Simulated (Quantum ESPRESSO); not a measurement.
# Computed records: SiGe₇ (made-up cell)

Calculation on a made-up crystal cell, not a measurement: periodic Kohn-Sham density functional theory in plane waves with PseudoDojo standard norm-conserving scalar-relativistic pseudopotentials, each functional with its own files (v0.5 for PBE, v0.4.1 for LDA and PBEsol), no spin polarisation, no spin-orbit coupling, atoms not relaxed, stress positive in tension, energies less a fixed whole-eV offset for each atom's element; levels are Kohn-Sham levels at fractions of this cell's reciprocal vectors, counted from the reference band (half the neutral cell's valence electrons, rounded up) at Gamma; error bars cover cutoff and k-mesh only, not smearing or the files; each bar is the largest change over components, and at least 0.002 eV, 0.002 eV per angstrom or 0.02 GPa; added strain carries the atoms with the cell, and shear is the tensor component; energies are for the whole cell, and the offsets were chosen from early runs and are not element reference energies; machines and their load varied, so run times do not measure scaling. Program: Quantum ESPRESSO 7.5.

Common to all runs: lattice type zincblende/diamond; functional pbe; cutoff 1061 eV; fermi dirac smearing 0.1 eV; scf tolerance 1e-07 eV; electrons removed 0; run command mpirun -np 4 pw.x -nk 4 -in in; run processor AMD EPYC, older, virtual cores; k mesh 6 x 6 x 6, shifted by half a step.

```json
{"entry": 1, "formula": "SiGe7", "kind": "made-up cell", "structure": {"cell_angstrom": [[5.8087, 0.0, 0.0], [0.0, 5.8087, 0.0], [0.0, 0.0, 5.8087]], "atoms_fractional": [["Ge", -0.01551, 0.02512, 0.00573], ["Ge", -0.01684, 0.50409, 0.51845], ["Si", 0.5268, 0.01276, 0.50412], ["Ge", 0.49452, 0.48634, 0.01467], ["Ge", 0.23491, 0.2603, 0.2488], ["Ge", 0.27433, 0.74178, 0.7507], ["Ge", 0.72863, 0.24992, 0.74168], ["Ge", 0.73781, 0.73292, 0.25033]]}, "given": {"atom_site": [1, 2, 3, 4, 5, 6, 7, 8], "atom_energy_offset [eV]": [-2430, -2430, -115, -2430, -2430, -2430, -2430, -2430]}, "results": {"free_energy_less_offsets [eV]": -3.122, "scf_iterations": 9, "smearing_term_minus_ts [eV]": -0.01927, "pressure [GPa]": -1.435, "stress_xx [GPa]": 1.674, "stress_yy [GPa]": 1.513, "stress_zz [GPa]": 1.118, "stress_yz [GPa]": -0.74, "stress_xz [GPa]": -1.282, "stress_xy [GPa]": -1.726, "force_site": [1, 2, 3, 4, 5, 6, 7, 8], "force_x [eV/angstrom]": [0.3523, 0.8838, -2.079, -0.2248, 0.1808, -0.776, 0.9629, 0.7001], "force_y [eV/angstrom]": [-1.612, 0.2632, -1.433, 0.293, -0.5842, 1.205, 0.5274, 1.341], "force_z [eV/angstrom]": [-0.5174, -0.3716, -1.286, -0.6761, 1.342, 0.06496, 1.159, 0.2855], "fermi_level [eV]": 0.01201, "reference_band": 51, "level_k_point": ["Gamma", "(1/2,1/2,1/2)", "(0.15,0,0)", "(0,0.15,0)", "(0,0,0.15)"], "next_band_up [eV]": [0.08934, -0.2802, 0.3718, 0.3233, 0.2633], "error_bar_energy [eV]": 0.002, "error_bar_stress [GPa]": 0.02, "error_bar_force [eV/angstrom]": 0.006117, "error_bar_next_band_up [eV]": 0.002, "error_bar_fermi_level [eV]": 0.01738, "error_bars_from": "tighter rerun of a related cell", "wall_time_of_scf_and_band_steps_on_a_shared_machine [s]": 522.1}}
{"entry": 2, "formula": "SiGe7", "kind": "made-up cell", "structure": {"cell_angstrom": [[5.8087, 0.0, 0.0], [0.0, 5.8087, 0.0], [0.0, 0.0, 5.8087]], "atoms_fractional": [["Ge", -0.01551, 0.02512, 0.00573], ["Ge", -0.01684, 0.50409, 0.51845], ["Ge", 0.5268, 0.01276, 0.50412], ["Si", 0.49452, 0.48634, 0.01467], ["Ge", 0.23491, 0.2603, 0.2488], ["Ge", 0.27433, 0.74178, 0.7507], ["Ge", 0.72863, 0.24992, 0.74168], ["Ge", 0.73781, 0.73292, 0.25033]]}, "given": {"atom_site": [1, 2, 3, 4, 5, 6, 7, 8], "atom_energy_offset [eV]": [-2430, -2430, -2430, -115, -2430, -2430, -2430, -2430]}, "results": {"free_energy_less_offsets [eV]": -3.173, "scf_iterations": 9, "smearing_term_minus_ts [eV]": -0.01886, "pressure [GPa]": -1.503, "stress_xx [GPa]": 1.849, "stress_yy [GPa]": 1.426, "stress_zz [GPa]": 1.233, "stress_yz [GPa]": -1.132, "stress_xz [GPa]": -1.498, "stress_xy [GPa]": -1.784, "force_site": [1, 2, 3, 4, 5, 6, 7, 8], "force_x [eV/angstrom]": [0.3544, 0.8844, -2.224, -0.2535, 0.3089, -0.7577, 1.08, 0.608], "force_y [eV/angstrom]": [-1.606, 0.2599, -1.518, 0.3356, -0.1688, 0.733, 1.17, 0.7935], "force_z [eV/angstrom]": [-0.5153, -0.3578, -1.512, -0.668, 0.9066, 0.5184, 1.846, -0.2175], "fermi_level [eV]": 0.04855, "reference_band": 51, "level_k_point": ["Gamma", "(1/2,1/2,1/2)", "(0.15,0,0)", "(0,0.15,0)", "(0,0,0.15)"], "next_band_up [eV]": [0.1554, -0.2082, 0.416, 0.3653, 0.306], "error_bar_energy [eV]": 0.002, "error_bar_stress [GPa]": 0.02, "error_bar_force [eV/angstrom]": 0.006117, "error_bar_next_band_up [eV]": 0.002, "error_bar_fermi_level [eV]": 0.01738, "error_bars_from": "tighter rerun of a related cell", "wall_time_of_scf_and_band_steps_on_a_shared_machine [s]": 457.3}}
```
